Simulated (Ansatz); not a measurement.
The elements of this relaxed trial crystal are hidden behind letters.

```
lattice vectors (Å)
   2.5181    0.0000    0.0000
  -1.2591    2.1807    0.0000
   0.0000    0.0000   20.8588
fractional positions
X 0.3333 0.6667 0.9490
X 0.3333 0.6667 0.5510
X 0.3333 0.6667 0.7500
X 0.6667 0.3333 0.0510
X 0.6667 0.3333 0.2500
X 0.6667 0.3333 0.4490
Z 0.3333 0.6667 0.1503
Z 0.3333 0.6667 0.3497
Z 0.6667 0.3333 0.6503
Z 0.6667 0.3333 0.8497
```

All numbers below come from Ansatz 0.2.0, DFT PBE, scalar-relativistic, plane waves, PAW. The final run on the 10-atom cell used 420 eV, a Γ-centred 18×18×2 mesh, 0.10 eV smearing and no spin polarisation.

```
Space group                                 : P6_3/mmc (No. 194)
Conventional cell                           : a = 2.518 Å, c = 20.859 Å
Volume per atom                             : 11.45 Å³
Density                                     : 8.93 g/cm³
Formation energy                            : +0.02 eV/atom
Gap on the 18×18×2 mesh of the 10-atom cell : 0 eV (a metal)
```

Energies are uncorrected and count from the elements' standard states at the same level.

Question: X is a d-block element of period 4 and Z is a d-block element of period 4. Which elements are they?

Answer: X = Cu, Z = Ni, so the formula is Cu3Ni2. Density times volume gives a mean mass of 8.93 × 11.45/1.6605 = 61.6 u per atom, and this set has 61.6 u. Cu on a site of symmetry 3m is surrounded by 9 Cu at 2.52–2.58 Å and 3 Ni at 2.53 Å; Cu on a site of symmetry -6m2 is surrounded by 6 Cu at 2.52 Å and 6 Ni at 2.54 Å; around Ni lie 6 Ni at 2.52 Å and 6 Cu at 2.53–2.54 Å. Other sets within the hints have nearly the same mass, so mass alone doesn't settle it; this one was computed.

Trial moments died out on the coarse mesh, so the last step has no spin; another magnetic start might hold. A later test with randomly moved atoms came back to the same energy, though modes that don't fit the test's cell weren't probed.
